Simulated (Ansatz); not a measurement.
Profile along the Zr–O line in ZrO2 (tetragonal-ZrO2 type, space group P4_2/nmc)

ZrO2 (tetragonal-ZrO2 type, space group P4_2/nmc)

```xyz
6
Lattice="3.5845 0.0000 0.0000 0.0000 3.5845 0.0000 0.0000 0.0000 5.1787" Properties=species:S:1:pos:R:3 pbc="T T T"
Zr     0.0000     0.0000     0.0000
Zr     1.7922     1.7922     2.5894
O      0.0000     1.7922     1.0417
O      0.0000     1.7922     3.6311
O      1.7922     0.0000     1.5476
O      1.7922     0.0000     4.1370
```

Fields along a shortest Zr–O line of a (010) plane (2.07 Å), from Zr to O, interpolated on the slice's grid (step about 0.2 Å). These are PBEsol (plane waves to 420 eV, PAW, scalar-relativistic; Ansatz, an electronic-structure program) values and carry that method's errors. k mesh 9×9×7. Inside the PAW spheres the values are not all-electron values, and peaks at nuclei hang on which shells count as valence. The PAW data are Ansatz's earlier set. This is a high-temperature form of ZrO2. ZrO2 is run without spin polarisation. ZrO2 was relaxed with its symmetry unable to fall.

```json
[
 {"distance from Zr (Å)": "0.00", "valence electron density (e/Å³)": "3.47", "electron localisation function": "x", "density of the highest valence band (e/Å³)": "0.003", "density of the lowest conduction band (e/Å³)": "0.002"},
 {"distance from Zr (Å)": "0.21", "valence electron density (e/Å³)": "4.01", "electron localisation function": "x", "density of the highest valence band (e/Å³)": "0.006", "density of the lowest conduction band (e/Å³)": "0.004"},
 {"distance from Zr (Å)": "0.41", "valence electron density (e/Å³)": "4.10", "electron localisation function": "0.66", "density of the highest valence band (e/Å³)": "0.006", "density of the lowest conduction band (e/Å³)": "0.019"},
 {"distance from Zr (Å)": "0.62", "valence electron density (e/Å³)": "2.78", "electron localisation function": "0.76", "density of the highest valence band (e/Å³)": "0.004", "density of the lowest conduction band (e/Å³)": "0.028"},
 {"distance from Zr (Å)": "0.83", "valence electron density (e/Å³)": "1.33", "electron localisation function": "0.51", "density of the highest valence band (e/Å³)": "0.008", "density of the lowest conduction band (e/Å³)": "0.022"},
 {"distance from Zr (Å)": "1.03", "valence electron density (e/Å³)": "0.73", "electron localisation function": "0.24", "density of the highest valence band (e/Å³)": "0.018", "density of the lowest conduction band (e/Å³)": "0.013"},
 {"distance from Zr (Å)": "1.24", "valence electron density (e/Å³)": "0.91", "electron localisation function": "0.57", "density of the highest valence band (e/Å³)": "0.038", "density of the lowest conduction band (e/Å³)": "0.009"},
 {"distance from Zr (Å)": "1.45", "valence electron density (e/Å³)": "1.90", "electron localisation function": "0.82", "density of the highest valence band (e/Å³)": "0.077", "density of the lowest conduction band (e/Å³)": "0.012"},
 {"distance from Zr (Å)": "1.66", "valence electron density (e/Å³)": "4.30", "electron localisation function": "0.75", "density of the highest valence band (e/Å³)": "0.102", "density of the lowest conduction band (e/Å³)": "0.016"},
 {"distance from Zr (Å)": "1.86", "valence electron density (e/Å³)": "7.36", "electron localisation function": "x", "density of the highest valence band (e/Å³)": "0.050", "density of the lowest conduction band (e/Å³)": "0.015"},
 {"distance from Zr (Å)": "2.07", "valence electron density (e/Å³)": "8.27", "electron localisation function": "x", "density of the highest valence band (e/Å³)": "0.036", "density of the lowest conduction band (e/Å³)": "0.009"}
]
```

x: too close to a nucleus for the ELF to mean much. Band densities are of whole bands, smooth part only.

Density on the Zr–O line (2.07 Å) at its density minimum, 1.1 Å from Zr: 0.71 e/Å³. ELF at that point: 0.27. Element round which the density of the highest valence band (whole band, smooth part) is largest on this plane: O.
